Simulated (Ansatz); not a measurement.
MnCuAs in space group P4/nmm (No. 129; Mn on 2c, Cu on 2b, As on 2c) at seven volumes, PBEsol in the plane-wave PAW code Ansatz, shape and atoms relaxed at each. One row is withheld.

```csv
V (Å³/atom),P (GPa)
12.260,12.31
12.664,7.36
13.068,3.32
13.473,0.01
13.877,-2.77
14.281,-5.13
14.685,?
```

Problem. Fit the shown pressures and predict the withheld one.

Solution. P = (3/2)B₀(x^(7/2) − x^(5/2))[1 + (3/4)(B′ − 4)(x − 1)] with x = (V₀/V)^(2/3). Least squares on the six rows gives V₀ = 13.470 Å³/atom, B₀ = 102 GPa, B′ = 5.28. At V = 14.685, x = 0.9441 and P = -7.01 GPa. The run itself gave -7.06 GPa.

The workflow started from a Materials Project entry (that database holds measured and hypothetical structures alike); the Crystallography Open Database copy checked does not list it. Its standing as an ambient phase is unchecked. Symmetry was held in the PBEsol relaxation, as lowered by the spin order; its stability against distortions is not shown here. The final state is antiferromagnetic, chosen from 5 collinear starts compared on coarse meshes (ties went to the first, and starts can fall back to one state), not a proven ground state.

Potentials: the later of the program's two PAW sets.
